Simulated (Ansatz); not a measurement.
ZnSe:
```
CELL_PARAMETERS angstrom
      0.00000     2.83264     2.83264
      2.83264     0.00000     2.83264
      2.83264     2.83264     0.00000
ATOMIC_POSITIONS crystal
  Se 0.75000 0.75000 0.75000
  Zn 0.00000 0.00000 0.00000
```

This is the r²SCAN-relaxed structure.

All from plane-wave PAW r²SCAN (Ansatz code), unless another level is named. Give the HSE06 gap on the r²SCAN cell.

2.42 eV.

And the band gap?

1.87 eV (direct).

What about the electron effective mass with spin–orbit coupling?

0.12 mₑ (isotropic).

Give the weight of the conduction-edge state by species (Voronoi cells).

Zn 63 %, Se 37 %.

Space group F-43m (zinc blende). Symmetry was held in the r²SCAN relaxation. Spin–orbit coupling is left out wherever it is not named.

Potentials: the later of the program's two PAW sets.
